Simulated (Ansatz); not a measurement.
ScPd3 in space group I4/mmm (No. 139; Pd on 2b, Pd on 4d, Sc on 2a) at seven volumes, the program Ansatz at the PBE level (PAW), shape and atoms relaxed at each. One row is withheld.

```tsv
V (Å³/atom)	P (GPa)
14.836	16.65
15.325	?
15.814	4.60
16.304	0.00
16.793	-3.86
17.282	-7.08
17.771	-9.78
```

Fit the shown pressures and predict the withheld one.

P = (3/2)B₀(x^(7/2) − x^(5/2))[1 + (3/4)(B′ − 4)(x − 1)] with x = (V₀/V)^(2/3). Least squares on the six rows gives V₀ = 16.303 Å³/atom, B₀ = 140 GPa, B′ = 4.89. At V = 15.325, x = 1.0421 and P = 10.08 GPa. The run itself gave 10.10 GPa.

The cell is a constructed one: a structure type filled with these elements; neither database checked (COD, Materials Project) lists it. COD files the formula under space group No. 221, so this cell is another polymorph or a model. Its standing as an ambient phase is unchecked. Symmetry was held in the PBE relaxation; whether a distortion lowers the energy is not shown. No spin polarisation was allowed.

Potentials: the earlier of the program's two PAW sets.
